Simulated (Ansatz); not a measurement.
InAs (zinc blende)

```cif
data_As4In4
_chemical_formula_sum 'As4 In4'
_space_group_name_H-M_alt 'F-43m'
_space_group_IT_number 216
_space_group_name_Hall 'F -4 2 3'
_cell_length_a 6.18662
_cell_length_b 6.18662
_cell_length_c 6.18662
_cell_angle_alpha 90.000
_cell_angle_beta 90.000
_cell_angle_gamma 90.000
loop_
_atom_site_label
_atom_site_type_symbol
_atom_site_symmetry_multiplicity
_atom_site_Wyckoff_symbol
_atom_site_fract_x
_atom_site_fract_y
_atom_site_fract_z
_atom_site_occupancy
As1 As 4 c 0.25000 0.25000 0.25000 1
In1 In 4 a 0.00000 0.00000 0.00000 1
```
(The calculation used a cell of 2 atoms; values per cell refer to that cell.)

Equation-of-state scan: isotropic scaling of the cell above, V₀ being its volume. Symmetry pins the atoms to their sites.

These are PBE (plane waves to 420 eV, PAW, scalar-relativistic; Ansatz, a quantum-chemistry and plane-wave program) values and carry that method's errors. k mesh 9×9×9 (Γ-centred), Fermi-Dirac smearing 0.05 eV. E stands for the smeared free energy. Compression counts positive. At this level the bands of InAs touch or barely overlap; measurements give the solid a gap. InAs was relaxed with its symmetry unable to fall. The PAW data are Ansatz's earlier set. ΔE is measured from the relaxed starting cell.

The scan covers V/V₀ from 0.840 to 1.160 in 11 points.

Q: What is the fitted pressure derivative B₀′?

A: 4.8.

Q: What bulk modulus B₀ follows from a third-order Birch-Murnaghan fit?

A: 48.3 GPa.

(A scan under strain: stresses follow from slopes of the energy per volume, elastic moduli from its curvatures.)
